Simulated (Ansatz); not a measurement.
According to DFT-r²SCAN in the program Ansatz with PAW potentials, C in the cubic phase (I4_132; C on 8a) relaxes to a = 4.105 Å. C has 3 nearest neighbours from 1.45 Å (trigonal planar).

Electronic character: metallic (no gap).

The bulk modulus is 266 GPa. The relaxed-ion elastic constants in GPa are C11 = 196, C12 = 302, C44 = -240.

The start of the workflow was typed in or built on a structure type; neither database checked (COD, Materials Project) lists it. It is not the phase usual at ambient conditions (space group No. 194, 227). The cell was relaxed with r²SCAN under the symmetry of its start. At this level the phase is mechanically unstable. As this level gives no gap, shear constants depend on the k-mesh and smearing (Fermi–Dirac, 0.1 eV here).

Potentials: the earlier of the program's two PAW sets.
